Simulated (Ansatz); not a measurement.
## KIn$_{9}$Ni$_{2}$, a database entry at a rescaled volume

```
K Ni In
1.0
     4.35379    7.54098    0.00000
    -4.35379    7.54098    0.00000
     0.00000    0.00000    4.19754
K Ni In
1 2 9
Direct
  0.00000 0.00000 0.00000
  0.33330 0.33340 0.00000
  0.66660 0.66670 0.00000
  0.20837 0.20837 0.50000
  0.79163 0.41674 0.50000
  0.58326 0.20837 0.50000
  0.79163 0.79163 0.50000
  0.20837 0.58326 0.50000
  0.41674 0.79163 0.50000
  0.00000 0.50000 0.00000
  0.50000 0.50000 0.00000
  0.50000 0.00000 0.00000
```

Single point in Ansatz 0.2.0 with r2SCAN, no spin polarisation. Cutoff 500 eV, PAW datasets, 5×5×8 Γ-centred k mesh, fermi-dirac filling (width 0.1 eV).

- At the Fermi level: It is a metal, with about 3.9 states/eV a cell as the mean within 0.25 eV of the Fermi level, mostly In p (44 %), In s (29 %) and Ni d (22 %).
- Stress: The pressure is 2.4 GPa (compression positive), so with the atoms held at these fractions the cell would first expand. The principal stresses 1.7, 1.7, 3.7 GPa differ, so its shape would change too.
- Charges: Bader charges in e: K +0.76, In +0.01 to +0.12, Ni -0.58. In the mean K gives up most and Ni takes most.
- Contacts: Ni–In at 2.51 Å: least valence density 0.38 e/Å³ and ELF 0.30 there. In–In at 3.09 Å: least valence density 0.19 e/Å³ and ELF 0.34 there. K–In at 3.78 Å: least valence density 0.04 e/Å³ and ELF 0.04 there. These are pseudo-fields; inside the PAW spheres they differ from the all-electron ones.
- Forces: The largest is on In7 (and as large on other atoms): 0.10 eV/Å, components (0.00, 0.10, 0.00). It makes 132° with the line to a nearest neighbour, Ni3 at 2.82 Å.

Origin: a database entry at a rescaled volume. Caveats: no spin polarisation, so a magnetic state may lie lower.
